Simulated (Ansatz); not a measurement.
MoIr:
```
MoIr
1.0
    4.41194     0.00000     0.00000
    0.00000     2.74555     0.00000
    0.00000     0.00000     4.79475
Ir Mo
2 2
Direct
  0.25000   0.50000   0.67457
  0.75000   0.50000   0.32543
  0.25000   0.00000   0.17052
  0.75000   0.00000   0.82948
```

Relaxed with PBEsol. Special points in fractions of this cell's reciprocal vectors: Γ (0.000, 0.000, 0.000); X (0.500, 0.000, 0.000); S (0.500, 0.500, 0.000); Y (0.000, 0.500, 0.000); Z (0.000, 0.000, 0.500); U (0.500, 0.000, 0.500); R (0.500, 0.500, 0.500); T (0.000, 0.500, 0.500).

Q: List the band energies nearest the Fermi level at these points for the program Ansatz at the PBEsol level (PAW).

A: In eV from the Fermi level; about four levels below and three above (degenerate sets whole), none deeper than 8.9 eV; points with the same levels are listed once.

```csv
k,below,above
Γ,-1.18 -1.13 -0.85 -0.29,0.98 2.29 2.78
X,-2.00 -2.00 -0.90 -0.90,0.59 0.59 1.65 1.65
S,-1.35 -1.35 0.00 0.00,2.04 2.04 3.62 3.62
Y,-1.29 -1.13 -0.93 -0.13,1.33 1.92 2.02
Z,-0.88 -0.84 -0.78 -0.62,0.77 1.27 1.64
U,-1.70 -1.70 -1.70 -1.70 -0.91 -0.91,1.32 1.32 1.68 1.68
R,-4.44 -4.44 -1.11 -1.11,0.28 0.28 0.57 0.57
T,-1.55 -1.26 -1.06 -0.48,1.91 2.26 2.35
```

Space group Pmma. The workflow started from an entry of the Crystallography Open Database (COD). Its standing as an ambient phase is unchecked. The PBEsol relaxation kept the symmetry of its start; its stability against distortions is not shown here. No spin polarisation was allowed. Spin–orbit coupling is left out wherever it is not named.

Potentials: the later of the program's two PAW sets.
